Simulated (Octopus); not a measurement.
LiCl (Fm-3m, No. 225), cubic lattice constant 5.084 Å. The cell is a database entry, not relaxed again.

Method: LDA in Octopus 16.4; grid spacing about 0.16 Å, Γ-centred 6×6×6 k-mesh, Fermi-Dirac smearing of 0.01 eV, no spin polarisation; PseudoDojo 0.4 LDA potentials. The cell is scaled uniformly. Energies of the lowest empty band count from each cell's highest valence level among the special points, at Γ; they are Kohn-Sham values at fixed points of the zone. The level at X is left out: two levels cross there within the series.

| a (Å) | ln(V/V₀) | Γ (eV) | L (eV) |
|---|---|---|---|
| 4.855 | -0.1381 | 7.064 | 6.553 |
| 4.906 | -0.1069 | 6.838 | 6.526 |
| 4.957 | -0.0760 | 6.624 | 6.497 |
| 5.008 | -0.0453 | ? | ? |
| 5.059 | -0.0150 | 6.232 | 6.439 |
| 5.084 | 0.0000 | 6.141 | 6.424 |
| 5.135 | 0.0299 | 5.965 | 6.393 |

V₀ is the volume of the database cell.

### Question
Fit each column by a quadratic in ln V through the rows shown. Give the volume deformation potentials dE/d ln V at the withheld row, and predict that row.

### Answer
Fits: Γ: 6.140 −5.99 x +5.0 x²; L: 6.424 −1.02 x −0.6 x², with x = ln(V/V₀). At x = -0.0453 the slopes are −6.4 eV (Γ), −1.0 eV (L). Predicted against computed: 6.422 against 6.422 eV, 6.468 against 6.468 eV.

The lowest of these levels changes from L to Γ between the rows 4.957 and 5.008.
